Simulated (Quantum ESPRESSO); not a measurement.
## Band energies of RbAuS2O8

```
CELL_PARAMETERS angstrom
      4.35617     0.00000     0.00000
      1.39750     4.97565     0.00000
      0.26668     2.04379     8.79950
ATOMIC_POSITIONS crystal
  O  0.47662 0.63334 0.24249
  O  0.52338 0.36666 0.75751
  O  0.67998 0.03814 0.14222
  O  0.32002 0.96186 0.85778
  O  0.77904 0.76512 0.41079
  O  0.22096 0.23488 0.58921
  O  0.74816 0.91126 0.68973
  O  0.25184 0.08874 0.31027
  S  0.44936 0.12347 0.73113
  S  0.55064 0.87653 0.26887
  Rb 0.00000 0.50000 0.00000
  Au 0.00000 0.00000 0.50000
```

norm-conserving LDA (Quantum ESPRESSO, 84 Ry, scalar-relativistic); path XΓY,LΓZ,NΓM,RΓ; energies in eV from the valence-band maximum.

| k (1/Å) | point | band 40 | band 41 | band 42 | band 43 | band 44 | band 45 | band 46 | band 47 |
|---|---|---|---|---|---|---|---|---|---|
| 0.00 | X | -0.85 | -0.77 | -0.60 | -0.48 | -0.09 | 1.66 | 5.79 | 6.16 |
| 0.19 |  | -0.87 | -0.78 | -0.61 | -0.50 | -0.16 | 1.65 | 5.55 | 6.27 |
| 0.37 |  | -0.93 | -0.81 | -0.63 | -0.54 | -0.32 | 1.62 | 5.03 | 6.39 |
| 0.56 |  | -1.07 | -0.84 | -0.65 | -0.57 | -0.47 | 1.60 | 4.52 | 6.49 |
| 0.75 | Γ | -1.16 | -0.84 | -0.66 | -0.57 | -0.54 | 1.60 | 4.32 | 6.53 |
| 0.75 | Y | -1.10 | -0.89 | -0.65 | -0.57 | -0.51 | 1.63 | 4.71 | 5.91 |
| 1.50 | L | -0.93 | -0.76 | -0.63 | -0.40 | -0.13 | 1.68 | 5.82 | 6.10 |
| 1.91 |  | -0.92 | -0.81 | -0.65 | -0.48 | -0.36 | 1.61 | 5.09 | 6.33 |
| 2.11 |  | -1.06 | -0.86 | -0.66 | -0.55 | -0.48 | 1.61 | 4.56 | 6.42 |
| 2.32 | Γ | -1.16 | -0.84 | -0.66 | -0.57 | -0.54 | 1.60 | 4.32 | 6.53 |
| 2.54 |  | -1.13 | -0.84 | -0.63 | -0.57 | -0.52 | 1.61 | 4.58 | 6.66 |
| 2.76 |  | -1.08 | -0.84 | -0.64 | -0.51 | -0.47 | 1.63 | 5.13 | 6.69 |
| 2.98 | Z | -1.06 | -0.83 | -0.65 | -0.48 | -0.43 | 1.63 | 5.45 | 6.66 |
| 2.98 | N | -0.83 | -0.71 | -0.69 | -0.30 | -0.06 | 1.70 | 5.83 | 6.50 |
| 3.16 |  | -0.79 | -0.77 | -0.64 | -0.34 | -0.12 | 1.67 | 5.72 | 6.53 |
| 3.33 |  | -0.86 | -0.73 | -0.60 | -0.44 | -0.26 | 1.62 | 5.38 | 6.57 |
| 3.51 |  | -0.96 | -0.76 | -0.60 | -0.52 | -0.43 | 1.59 | 4.92 | 6.57 |
| 3.68 |  | -1.10 | -0.81 | -0.64 | -0.56 | -0.52 | 1.60 | 4.50 | 6.54 |
| 3.86 | Γ | -1.16 | -0.84 | -0.66 | -0.57 | -0.54 | 1.60 | 4.32 | 6.53 |
| 4.02 |  | -1.14 | -0.83 | -0.66 | -0.56 | -0.53 | 1.60 | 4.45 | 6.61 |
| 4.34 |  | -1.09 | -0.86 | -0.67 | -0.46 | -0.45 | 1.62 | 5.20 | 6.74 |
| 4.50 | M | -1.08 | -0.87 | -0.67 | -0.44 | -0.42 | 1.63 | 5.40 | 6.65 |
| 4.50 | R | -0.87 | -0.70 | -0.65 | -0.39 | 0.00 | 1.70 | 5.85 | 6.44 |
| 4.67 |  | -0.82 | -0.76 | -0.61 | -0.42 | -0.06 | 1.68 | 5.72 | 6.48 |
| 4.84 |  | -0.85 | -0.76 | -0.60 | -0.48 | -0.23 | 1.64 | 5.37 | 6.51 |
| 5.01 |  | -0.95 | -0.78 | -0.64 | -0.52 | -0.41 | 1.61 | 4.90 | 6.51 |
| 5.35 | Γ | -1.16 | -0.84 | -0.66 | -0.57 | -0.54 | 1.60 | 4.32 | 6.53 |

The LDA gap is indirect, 1.58 eV, from R to 60 % of the way from N to Γ; the smallest direct gap is 1.70 eV. Another conduction extremum on the path lies within 0.02 eV, too close to call.

Spin-orbit coupling is left out, which matters for elements this heavy: edges can move by tenths of an eV.

Geometry of the Materials Project entry, not relaxed at this level.
